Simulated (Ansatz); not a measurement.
The cell below belongs to a search over invented structures; it isn't taken from experiment.

Input and command of a plane-wave DFT calculation in Ansatz:

```yaml
crystal:
  lattice:
    - [1.7553971028, -7.0884917771, 0.0]
    - [1.7553971028, 7.0884917771, 0.0]
    - [-0.2213267957, 0.0, 16.0494393592]
  atoms:
    - { symbol: Nb, position: [0.8004535139, 0.2353881507, 0.3909030568] }
    - { symbol: Nb, position: [0.7646118493, 0.1995464861, 0.1090969432] }
    - { symbol: Nb, position: [0.1995464861, 0.7646118493, 0.6090969432] }
    - { symbol: Nb, position: [0.2353881507, 0.8004535139, 0.8909030568] }
    - { symbol: Pt, position: [0.3095978723, 0.6904021277, 0.25], spin: 1.0 }
    - { symbol: Pt, position: [0.6904021277, 0.3095978723, 0.75], spin: 1.0 }
    - { symbol: Se, position: [0.4249732531, 0.5910965113, 0.1277018796] }
    - { symbol: Se, position: [0.4089034887, 0.5750267469, 0.3722981204] }
    - { symbol: Se, position: [0.6800017355, 0.3199982645, 0.25] }
    - { symbol: Se, position: [0.1475853444, 0.8312389157, 0.4500282805] }
    - { symbol: Se, position: [0.1687610843, 0.8524146556, 0.0499717195] }
    - { symbol: Se, position: [0.5910965113, 0.4249732531, 0.6277018796] }
    - { symbol: Se, position: [0.5750267469, 0.4089034887, 0.8722981204] }
    - { symbol: Se, position: [0.3199982645, 0.6800017355, 0.75] }
    - { symbol: Se, position: [0.8312389157, 0.1475853444, 0.9500282805] }
    - { symbol: Se, position: [0.8524146556, 0.1687610843, 0.5499717195] }
basis:
  ecutwfc: 420
kpoints:
  mp_grid: { grid: [6, 6, 1] }
hamiltonian:
  xc: pbe
scf:
  occupations: { method: gaussian, width: 0.1 }
  lower_state_search: "off"
output:
  forces: true
  stress: true
  eigenvalues: true
  populations: true
magnetization:
  spin_polarized: true
```

```bash
ansatz run input.yaml --threads 1 --pin off --max-ram 2560MiB --backend cpu --events-out ev --progress --plain --runs-dir out
```

Processor: AMD EPYC 7R43 64-Core Processor (Zen 3), 1 thread, on a host shared with other jobs.

How long does it run, and how much memory does it take?

About 3.3 min, peak memory 1.6 GiB. It solves 150 bands at 13 k points (after reduction by symmetry) with about 7791 plane waves, in 20 SCF iterations.
